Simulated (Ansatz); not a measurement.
The elements of this relaxed trial crystal are hidden behind letters.

```
lattice vectors (Å)
   3.2524    1.8778    4.5586
  -3.2524    1.8778    4.5586
   0.0000   -3.7556    4.5586
fractional positions
X 0.5000 0.5000 0.5000
Z 0.0000 0.5000 0.5000
Z 0.5000 0.0000 0.5000
Z 0.5000 0.5000 0.0000
Q 0.8759 0.8759 0.8759
Q 0.1241 0.1241 0.1241
```

Computed with DFT PBE, scalar-relativistic, plane waves, PAW in Ansatz. Settings of the last relaxation (6-atom cell): 420 eV, 6×6×6 k points, Gaussian smearing of 0.10 eV, no spin polarisation.

```
Space group                              : R-3m (No. 166)
Conventional cell                        : a = 6.505 Å, c = 13.676 Å
Volume per atom                          : 27.84 Å³
Density                                  : 7.94 g/cm³
Formation energy                         : +0.23 eV/atom
Gap on the 6×6×6 mesh of the 6-atom cell : 0 eV (a metal)
```

Energies are uncorrected and count from the elements' standard states at the same level.

Question: X is a p-block element of period 3, Z is a p-block element of period 5 and Q is a p-block element of period 6. Which elements are they?

Answer: X = Si, Z = Sn, Q = Pb, so the formula is SiSn3Pb2. Density times volume gives a mean mass of 7.94 × 27.84/1.6605 = 133.1 u per atom, and this set has 133.1 u. Si has 6 Sn at 2.95 Å and 6 Pb at 3.80 Å; Sn is surrounded by 2 Si at 2.95 Å, 4 Sn at 3.25 Å, 2 Pb at 3.42 Å and 4 Pb at 3.67 Å; Pb has 1 Pb at 3.39 Å, 3 Sn at 3.42 Å, 6 Sn at 3.67 Å, 3 Si at 3.80 Å and 3 Pb at 3.93 Å. Other sets within the hints have nearly the same mass, so mass alone doesn't settle it; this one was computed.

These runs have no spin–orbit coupling, which can matter for Pb. A structure relaxed within its symmetry needn't be a true minimum.
